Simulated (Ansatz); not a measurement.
AlRu (CsCl type, Pm-3m) at seven volumes, r²SCAN in the plane-wave PAW code Ansatz, scaled uniformly. One row is withheld.

| V (Å³/atom) | P (GPa) |
|---|---|
| 12.072 | 25.52 |
| 12.470 | 15.61 |
| 12.868 | ? |
| 13.266 | 0.00 |
| 13.664 | -6.11 |
| 14.062 | -11.32 |
| 14.460 | -15.74 |

Question: Fit the shown pressures and predict the withheld one.

Answer: P = (3/2)B₀(x^(7/2) − x^(5/2))[1 + (3/4)(B′ − 4)(x − 1)] with x = (V₀/V)^(2/3). Least squares on the six rows gives V₀ = 13.266 Å³/atom, B₀ = 220 GPa, B′ = 4.35. At V = 12.868, x = 1.0205 and P = 7.16 GPa. The run itself gave 7.18 GPa.

The cell was relaxed with r²SCAN under the symmetry of its start. The run is not spin-polarised.

Potentials: the later of the program's two PAW sets.
